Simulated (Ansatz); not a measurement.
A geometry of TiAl$_{3}$ away from equilibrium: step 2 of the relaxation of a relaxed TiAl3 cell, doubled along one cell vector, shaken by Gaussian noise of σ = 0.08 Å a coordinate. Computed with PBEsol (plane waves to 420 eV, PAW, scalar-relativistic; Ansatz, a program for electronic structure). Γ-centred k-mesh 8×8×4 on the run's cell (coarser than for final values), Fermi–Dirac smearing 0.05 eV. The plane waves were selected for a different cell earlier on the path.

```yaml
crystal:
  lattice:
    - [3.93664, -0.01116, 0.00849]
    - [-0.01116, 3.90538, 0.00225]
    - [0.01698, 0.00449, 7.82929]
  atoms:
    - { symbol: Ti, position: [0.99317, 0.00115, 0.99120] }
    - { symbol: Ti, position: [0.99634, 0.98957, 0.48913] }
    - { symbol: Al, position: [0.49518, 0.50287, 0.99916] }
    - { symbol: Al, position: [0.48930, 0.48940, 0.49823] }
    - { symbol: Al, position: [0.99368, 0.50177, 0.24959] }
    - { symbol: Al, position: [0.99377, 0.49277, 0.74567] }
    - { symbol: Al, position: [0.49195, 0.99908, 0.24721] }
    - { symbol: Al, position: [0.49622, 0.99650, 0.74543] }
```

Task: What forces act on the atoms (eV/Å)?

Result: 
```
atom     Fx     Fy     Fz
----  -----  -----  -----
Ti1    0.05  -0.07   0.49
Ti2   -0.18   0.20   0.63
Al3   -0.05  -0.11  -0.18
Al4    0.18   0.14  -0.12
Al5   -0.04  -0.17  -0.40
Al6    0.01   0.10  -0.11
Al7    0.08  -0.01  -0.22
Al8   -0.06  -0.07  -0.08
```

The path ends in Pm-3m (No. 221) (Cu3Au type). No spin polarisation in the result.

The first start was generated by placing the elements on the sites of a structure type. Materials Project lists a structure of TiAl3 in the same space group, Pm-3m (No. 221); the sites were not compared with it, nor with measured phases. Known forms of TiAl3 include space group No. 139.
